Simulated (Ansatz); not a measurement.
WC:
```yaml
crystal:
  lattice:
    - [4.18514, 0.00000, 0.00000]
    - [0.00000, 4.18514, 0.00000]
    - [0.00000, 0.00000, 4.18514]
  atoms:
    - { symbol: W, position: [0.00000, 0.50000, 0.50000] }
    - { symbol: W, position: [0.50000, 0.00000, 0.50000] }
    - { symbol: W, position: [0.50000, 0.50000, 0.00000] }
    - { symbol: C, position: [0.50000, 0.00000, 0.00000] }
    - { symbol: C, position: [0.00000, 0.50000, 0.00000] }
    - { symbol: C, position: [0.00000, 0.00000, 0.50000] }
```

This is the PBEsol-relaxed structure.

### Question
All from PBEsol in the plane-wave PAW code Ansatz, unless another level is named. Estimate the electronic character.

### Answer
metallic (no gap).

### Question
Give the density of states at the Fermi level.

### Answer
0.67 states/eV per atom (mean over ±0.08 eV).

### Question
Next, the formation energy from the elements (no fitted shifts)?

### Answer
0.66 eV/atom.

Space group Pm-3m. The start of the workflow was typed in or built on a structure type; neither database checked (COD, Materials Project) lists it. It is not the phase usual at ambient conditions (space group No. 187). The cell was relaxed with PBEsol under the symmetry of its start; whether a distortion lowers the energy is not shown. The run is not spin-polarised. Its formation energy is positive at this level, so the cell may be metastable or incomplete. The references are the lowest solids computed at this level, not always the standard phases. Spin–orbit coupling is left out wherever it is not named.

Potentials: the earlier of the program's two PAW sets. The files were generated under PBE; for other functionals the program regenerates the frozen cores, and for LDA and PBEsol the local potential too.
